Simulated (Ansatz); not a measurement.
WSe2:
```yaml
crystal:
  lattice:
    - [3.30261, 0.00000, 0.00000]
    - [-1.65130, 2.86014, 0.00000]
    - [0.00000, 0.00000, 13.22578]
  atoms:
    - { symbol: W, position: [0.66667, 0.33333, 0.75000] }
    - { symbol: W, position: [0.33333, 0.66667, 0.25000] }
    - { symbol: Se, position: [0.33333, 0.66667, 0.87579] }
    - { symbol: Se, position: [0.66667, 0.33333, 0.12421] }
    - { symbol: Se, position: [0.66667, 0.33333, 0.37579] }
    - { symbol: Se, position: [0.33333, 0.66667, 0.62421] }
```

Relaxed with r²SCAN+D4. Special points in fractions of this cell's reciprocal vectors: Γ (0.000, 0.000, 0.000); M (0.500, 0.000, 0.000); K (0.333, 0.333, 0.000); A (0.000, 0.000, 0.500); L (0.500, 0.000, 0.500); H (0.333, 0.333, 0.500).

### Question
List the band energies nearest the valence-band maximum at these points for plane-wave PAW r²SCAN+D4 (Ansatz code).

### Answer
In eV from the valence-band maximum; about four levels below and three above (degenerate sets whole), none deeper than 8.9 eV; points with the same levels are listed once.

| k | below | above |
|---|---|---|
| Γ | -1.65 -1.65 -1.32 -1.01 0.00 | 2.78 2.78 2.82 2.82 |
| M | -1.48 -1.44 -1.31 -1.30 | 2.22 2.25 2.48 |
| K | -2.71 -2.71 -0.42 -0.23 | 1.38 1.38 2.23 |
| A | -1.67 -1.67 -1.67 -1.67 -0.25 -0.25 | 2.79 2.79 2.79 2.79 |
| L | -1.39 -1.39 -1.36 -1.36 | 2.23 2.23 2.62 2.62 |
| H | -2.83 -2.83 -0.33 -0.33 | 1.38 1.38 2.69 2.69 |

Space group P6_3/mmc. The r²SCAN+D4 relaxation kept the symmetry of its start; phonons on a q-mesh show no instability. The run is not spin-polarised. Spin–orbit coupling is left out wherever it is not named.

Potentials: the later of the program's two PAW sets.
